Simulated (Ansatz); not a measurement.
A relaxed cell of InAs5 is given with its symmetry left out. The cell was found from a structure generator's guess, not taken from experiment.

Computed with DFT PBE, scalar-relativistic, plane waves, PAW (Ansatz). Cutoff 420 eV, Γ-centred mesh, Gaussian smearing, no spin polarisation.

```xyz
6
Lattice="4.9521 0.0000 0.0000 -2.4760 4.2886 0.0000 0.0000 0.0000 6.3785" Properties=species:S:1:pos:R:3 pbc="T T T"
In    0.0000    0.0000    3.1892
As    0.0000    2.8591    5.1342
As    2.4760    1.4295    5.1342
As    2.4760    1.4295    1.2442
As    0.0000    2.8591    1.2442
As    0.0000    0.0000    0.0000
```

Energies over the elements count from the elements' standard structures at the same level, with no fitted energy shifts.

Problem. What space group does it have?

Solution. P6/mmm (No. 191). Conventional cell: a = 4.952 Å, c = 6.378 Å. Around In lie 2 As at 3.19 Å and 12 As at 3.46 Å; As on a site of symmetry 3m is surrounded by 1 As at 2.49 Å, 3 As at 2.86 Å, 3 As at 3.12 Å and 3 In at 3.46 Å; As on a site of symmetry 6/mmm has 12 As at 3.12 Å and 2 In at 3.19 Å.

Problem. What is its formation energy per atom?

Solution. +0.27 eV/atom. The separate elements lie lower, so it is unstable against them.

Problem. Is it a metal?

Solution. Yes, bands cross the Fermi level on the 12×12×6 mesh.

The last run used a 12×12×6 mesh (in the run's order of axes) for its 6-atom cell and Gaussian smearing of 0.10 eV. The reference form of As is held partly by dispersion forces, which this level lacks. Symmetry constrained the relaxation, so the result can be a saddle point.
